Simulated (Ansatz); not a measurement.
RhPb2 in space group I4/mcm (No. 140; Rh on 4a, Pb on 8h), PBE in the plane-wave PAW code Ansatz, all energies at zero smearing, with the estimated change up to a 700 eV cutoff added, with one set of potentials and settings (totals compare only within such a set). Cell of 6 atoms (2 Rh, 4 Pb): -60431.777 eV.

| element | reference phase | E (eV/atom) |
|---|---|---|
| Rh | Fm-3m, 1 atoms in the cell | -6402.8911 |
| Pb | Fm-3m, 1 atoms in the cell | -11906.4191 |

Formation energy per atom, worked out: (-60431.777 − 2×(-6402.8911) − 4×(-11906.4191))/6 = -0.053 eV/atom (-5 kJ per mol of atoms), at 0 K, without zero-point energy or fitted corrections.

The workflow started from a Materials Project entry (that database holds measured and hypothetical structures alike); the Crystallography Open Database files this formula in space group No. 140, but the cells were not matched. Its standing as an ambient phase is unchecked. The cell was relaxed with PBE under the symmetry of its start; whether a distortion lowers the energy is not shown. The run is not spin-polarised. The references are the lowest solids computed at this level, not always the standard phases. Spin–orbit coupling is left out wherever it is not named.

Potentials: the later of the program's two PAW sets.
